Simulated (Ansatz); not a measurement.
The calculation used Ansatz 0.2.0, DFT PBE, scalar-relativistic, plane waves, PAW. Cutoff 420 eV, Γ-centred meshes of about 0.25 Å⁻¹ or finer for metals and 0.3 Å⁻¹ for insulators (2π included), Gaussian smearing. These runs have no spin polarisation.

All energies are static (0 K, no zero-point motion).

Two forms of TaRh3N4 were relaxed alike.

A.

```yaml
crystal:
  lattice:
    - [4.64877, 0.00000, 0.00000]
    - [0.00000, 4.64877, 0.00000]
    - [0.00000, 0.00000, 4.64877]
  atoms:
    - { symbol: Ta, position: [0.50000, 0.50000, 0.50000] }
    - { symbol: Rh, position: [0.00000, 0.00000, 0.50000] }
    - { symbol: Rh, position: [0.00000, 0.50000, 0.00000] }
    - { symbol: Rh, position: [0.50000, 0.00000, 0.00000] }
    - { symbol: N, position: [0.74588, 0.74588, 0.25412] }
    - { symbol: N, position: [0.74588, 0.25412, 0.74588] }
    - { symbol: N, position: [0.25412, 0.74588, 0.74588] }
    - { symbol: N, position: [0.25412, 0.25412, 0.25412] }
```

B.

```yaml
crystal:
  lattice:
    - [5.59501, 0.00000, 0.00000]
    - [0.00000, 5.59501, 0.00000]
    - [0.00000, 0.00000, 5.59501]
  atoms:
    - { symbol: Ta, position: [0.50000, 0.50000, 0.50000] }
    - { symbol: Ta, position: [0.00000, 0.00000, 0.00000] }
    - { symbol: Rh, position: [0.50000, 0.75000, 0.00000] }
    - { symbol: Rh, position: [0.25000, 0.00000, 0.50000] }
    - { symbol: Rh, position: [0.00000, 0.50000, 0.25000] }
    - { symbol: Rh, position: [0.50000, 0.25000, 0.00000] }
    - { symbol: Rh, position: [0.75000, 0.00000, 0.50000] }
    - { symbol: Rh, position: [0.00000, 0.50000, 0.75000] }
    - { symbol: N, position: [0.75000, 0.75000, 0.75000] }
    - { symbol: N, position: [0.25000, 0.75000, 0.25000] }
    - { symbol: N, position: [0.25000, 0.75000, 0.75000] }
    - { symbol: N, position: [0.25000, 0.25000, 0.25000] }
    - { symbol: N, position: [0.75000, 0.25000, 0.75000] }
    - { symbol: N, position: [0.75000, 0.25000, 0.25000] }
    - { symbol: N, position: [0.25000, 0.25000, 0.75000] }
    - { symbol: N, position: [0.75000, 0.75000, 0.25000] }
```

Question: Which is lower in energy, and by how much?

Answer: A is lower, by 114 meV/atom. A has Ta and Rh ordered on zinc blende sites, space group P-43m (No. 215), 12.6 Å³/atom and no gap on its mesh; B has space group Pm-3n (No. 223), 10.9 Å³/atom and no gap. Counting N atoms around Rh and Ta (those within 1.25 times the shortest such distance or 1.15 times the sum of covalent radii, 1.27 where that leaves under three), A has Ta 4, Rh 4 and B has Ta 8, Rh 4. The lower one is the more open, so pressure narrows the difference. Even the lower one lies +0.15 eV/atom against the reference forms of the elements (uncorrected), so neither is stable at this level. In A, Ta is surrounded by 4 N at 1.98 Å and 12 Rh at 3.29 Å; Rh is surrounded by 4 N at 2.02 Å, 4 Ta at 3.29 Å and 8 Rh at 3.29 Å; N has 1 Ta at 1.98 Å and 3 Rh at 2.02 Å. In B, Ta has 8 N at 2.42 Å and 12 Rh at 3.13 Å; around Rh lie 4 N at 1.98 Å, 2 Rh at 2.80 Å and 4 Ta at 3.13 Å; N has 3 Rh at 1.98 Å and 2 Ta at 2.42 Å. Both come from trial cells of a structure search, whose lowest cell (Cm, 12.0 Å³/atom) lies 25 meV/atom below the lower of the two.

Spin–orbit coupling, which can matter for Ta, is left out. Trial moments fell under 0.15 μB along the way in P-43m and Pm-3n; another start might hold them. With atoms moved at random, A (by 25 meV/atom) fell into a lower structure. B had no clear such test and can be a saddle point. Some types were kept out of the candidates beforehand, so the set may lack a known form.
